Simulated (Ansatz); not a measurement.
MnZn3 (Pm-3m); total moment held at 3.52 μB.

```
Mn Zn
1.0
     3.86000    0.00000    0.00000
     0.00000    3.86000    0.00000
     0.00000    0.00000    3.86000
Mn Zn
1 3
Direct
  0.00000 0.00000 0.00000
  0.00000 0.50000 0.50000
  0.50000 0.00000 0.50000
  0.50000 0.50000 0.00000
```

The geometry is a structure as deposited in COD, held fixed and not relaxed.

Functional, mesh and filling: PBEsol, 7×7×7 k mesh, Fermi–Dirac smearing of 0.03 eV. PAW means Ansatz 0.2.0 on its default frozen-core files. Site moments are integrated in spheres about the atoms. Start moments (μB): Mn1 3.52.

The self-consistent cycle went as follows.

```csv
iteration,Harris–Foulkes energy less the last (meV),density residual (eV),M (μB),∫|m| (μB)
1,-1446.401,1.0e+01,3.5200,3.5275
2,-262.440,8.1e-01,3.5200,3.6244
3,-146.451,5.9e-01,3.5200,3.6455
4,-6.948,6.9e-02,3.5200,3.7649
5,2.380,1.3e-02,3.5200,3.7868
6,-0.244,1.7e-03,3.5200,3.8027
7,-0.070,1.1e-03,3.5200,3.8089
8,-0.002,2.2e-05,3.5200,3.8137
9,-0.001,6.2e-06,3.5200,3.8149
10,0.000,1.8e-07,3.5200,3.8152
11,0.000,1.0e-07,3.5200,3.8153
12,0.000,4.5e-09,3.5200,3.8152
```

Site moments (μB): Mn1 3.44, Zn2 -0.02, Zn3 -0.02, Zn4 -0.02. Cell moment 3.52 μB.

The PAW files were made with PBE; the program remakes their cores once for the run's functional and then keeps them frozen. The Ansatz runs typed with the search for lower states off end where their start leads. None of this fixes the real material's magnetic order: only patterns that fit the cell were computed, at zero temperature, with a functional that can overstate moments.
